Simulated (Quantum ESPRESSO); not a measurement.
**Band energies of HgO**

```
CELL_PARAMETERS angstrom
      3.65374     0.00000     0.00000
     -1.82687     3.16423     0.00000
      0.00000     0.00000     8.83531
ATOMIC_POSITIONS crystal
  O  0.44801 0.44801 0.50000
  O  0.55199 0.00000 0.16667
  O  0.00000 0.55199 0.83333
  Hg 0.76837 0.76837 0.00000
  Hg 0.23163 0.00000 0.66667
  Hg 0.00000 0.23163 0.33333
```

PBEsol (Quantum ESPRESSO, PseudoDojo norm-conserving, 84 Ry, without SOC); path ΓMKΓALHA,LM,KH; energies in eV from the valence-band maximum.

| k (1/Å) | point | band 35 | band 36 | band 37 | band 38 | band 39 | band 40 | band 41 | band 42 |
|---|---|---|---|---|---|---|---|---|---|
| 0.00 | Γ | -1.61 | -1.61 | -0.36 | -0.14 | -0.14 | 1.35 | 3.43 | 3.43 |
| 0.20 |  | -1.60 | -1.24 | -0.43 | -0.24 | -0.18 | 1.36 | 3.62 | 3.65 |
| 0.60 |  | -1.77 | -1.53 | -0.78 | -0.40 | -0.20 | 2.28 | 4.01 | 4.35 |
| 0.79 |  | -1.89 | -1.47 | -0.77 | -0.41 | -0.30 | 3.02 | 3.76 | 4.39 |
| 0.99 | M | -1.97 | -1.32 | -0.74 | -0.41 | -0.37 | 3.32 | 3.95 | 3.99 |
| 1.18 |  | -2.18 | -1.24 | -0.76 | -0.55 | -0.48 | 3.55 | 4.01 | 4.22 |
| 1.38 |  | -2.19 | -1.56 | -0.83 | -0.61 | -0.56 | 4.05 | 4.19 | 4.63 |
| 1.57 | K | -2.01 | -2.01 | -0.88 | -0.57 | -0.57 | 4.22 | 4.59 | 4.59 |
| 1.76 |  | -1.81 | -1.81 | -0.88 | -0.75 | -0.43 | 3.91 | 4.30 | 4.64 |
| 1.95 |  | -1.62 | -1.54 | -0.88 | -0.81 | -0.30 | 3.06 | 4.20 | 4.46 |
| 2.33 |  | -1.57 | -1.20 | -0.61 | -0.34 | -0.22 | 1.59 | 3.96 | 4.01 |
| 2.52 |  | -1.60 | -1.25 | -0.43 | -0.23 | -0.18 | 1.36 | 3.61 | 3.63 |
| 2.71 | Γ | -1.61 | -1.61 | -0.36 | -0.14 | -0.14 | 1.35 | 3.43 | 3.43 |
| 2.71 | A | -1.37 | -1.37 | -0.47 | -0.13 | -0.13 | 2.00 | 2.00 | 4.04 |
| 2.88 |  | -1.45 | -1.30 | -0.53 | -0.23 | -0.06 | 2.07 | 2.09 | 4.31 |
| 3.21 |  | -1.73 | -1.33 | -0.73 | -0.69 | -0.02 | 2.64 | 2.71 | 5.22 |
| 3.37 |  | -1.77 | -1.50 | -0.77 | -0.71 | -0.11 | 2.92 | 3.13 | 4.93 |
| 3.71 | L | -1.80 | -1.43 | -1.05 | -0.54 | -0.27 | 3.10 | 3.95 | 4.16 |
| 3.90 |  | -1.92 | -1.54 | -1.14 | -0.46 | -0.41 | 3.28 | 4.20 | 4.26 |
| 4.28 | H | -2.02 | -1.82 | -1.23 | -1.23 | -0.19 | 4.36 | 4.36 | 4.76 |
| 4.42 |  | -2.02 | -1.74 | -1.16 | -1.10 | -0.22 | 3.98 | 4.30 | 4.89 |
| 4.71 |  | -1.78 | -1.48 | -0.90 | -0.67 | -0.34 | 3.07 | 3.48 | 4.99 |
| 4.85 |  | -1.64 | -1.33 | -0.83 | -0.71 | -0.18 | 2.76 | 3.03 | 5.14 |
| 5.14 |  | -1.54 | -1.25 | -0.61 | -0.42 | -0.02 | 2.24 | 2.24 | 4.78 |
| 5.28 |  | -1.43 | -1.31 | -0.52 | -0.20 | -0.07 | 2.05 | 2.07 | 4.25 |
| 5.42 | A | -1.37 | -1.37 | -0.47 | -0.13 | -0.13 | 2.00 | 2.00 | 4.04 |
| 5.42 | L | -1.80 | -1.43 | -1.05 | -0.54 | -0.27 | 3.10 | 3.95 | 4.16 |
| 5.60 |  | -1.86 | -1.35 | -0.84 | -0.61 | -0.25 | 3.25 | 3.74 | 4.28 |
| 5.78 | M | -1.97 | -1.32 | -0.74 | -0.41 | -0.37 | 3.32 | 3.95 | 3.99 |
| 5.78 | K | -2.01 | -2.01 | -0.88 | -0.57 | -0.57 | 4.22 | 4.59 | 4.59 |
| 6.14 | H | -2.02 | -1.82 | -1.23 | -1.23 | -0.19 | 4.36 | 4.36 | 4.76 |

The PBEsol gap is indirect, 1.35 eV, from 33 % of the way from A to L to Γ; the smallest direct gap is 1.49 eV. Another valence extremum on the path lies within 0.02 eV, too close to call.

Without spin-orbit coupling, band edges of such heavy elements can be off by tenths of an eV.

Geometry relaxed with PBE+D3(BJ).

The structure is a Materials Project entry; no match was found in the copy of COD used, and its stability was not checked.
